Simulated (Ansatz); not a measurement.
# CaTaO3, first-principles data

CaTaO3:
```yaml
crystal:
  lattice:
    - [4.00526, 0.00000, 0.00000]
    - [0.00000, 4.00526, 0.00000]
    - [0.00000, 0.00000, 3.99087]
  atoms:
    - { symbol: Ta, position: [0.50000, 0.50000, 0.52424] }
    - { symbol: Ca, position: [0.00000, 0.00000, 0.13505] }
    - { symbol: O, position: [0.00000, 0.50000, 0.50536] }
    - { symbol: O, position: [0.50000, 0.00000, 0.50536] }
    - { symbol: O, position: [0.50000, 0.50000, 0.02018] }
```

Space group P4mm (No. 99); conventional cell a = 4.005 Å, b = 4.005 Å, c = 3.991 Å, α = 90.00°, β = 90.00°, γ = 90.00°.

Method: plane-wave PAW PBEsol (Ansatz code). Geometry: relaxed at this level of theory. Other levels are named where they apply.

Cell and energy:

Volume per atom: 12.80 Å³
Density: 6.98 g/cm³
Formation energy from the elements (no fitted shifts): -2.82 eV/atom

Electronic structure:

- Electronic character = metallic (no gap)
- Density of states at the Fermi level = 0.23 states/eV per atom (mean over ±0.08 eV)
- Gap with spin–orbit coupling = none (metallic)

Mechanics:

- Bulk modulus (Birch–Murnaghan fit) = 166 GPa
- Pressure derivative B′ = 4.5

Phonons:

- Highest zone-centre frequency: 651 cm⁻¹
- Zone-centre stability: no imaginary mode at Γ

The start of the workflow was typed in or built on a structure type; neither database checked (COD, Materials Project) lists it. Its standing as an ambient phase is unchecked. The PBEsol relaxation kept the symmetry of its start. No spin polarisation was allowed. The volume moved by -22 % from the start of the relaxation. With an odd number of electrons in the cell and no spin polarisation, the count alone makes it a metal. As this level gives no gap, phonon frequencies hold no LO–TO term and depend on the k-mesh and smearing (Fermi–Dirac, 0.1 eV here). The references are the lowest solids computed at this level, not always the standard phases (solids in place of the gases). Scalar-relativistic: spin–orbit coupling is off unless named, which matters more the heavier the elements.

Potentials: the earlier of the program's two PAW sets. The files were generated under PBE; for other functionals the program regenerates the frozen cores, and for LDA and PBEsol the local potential too.
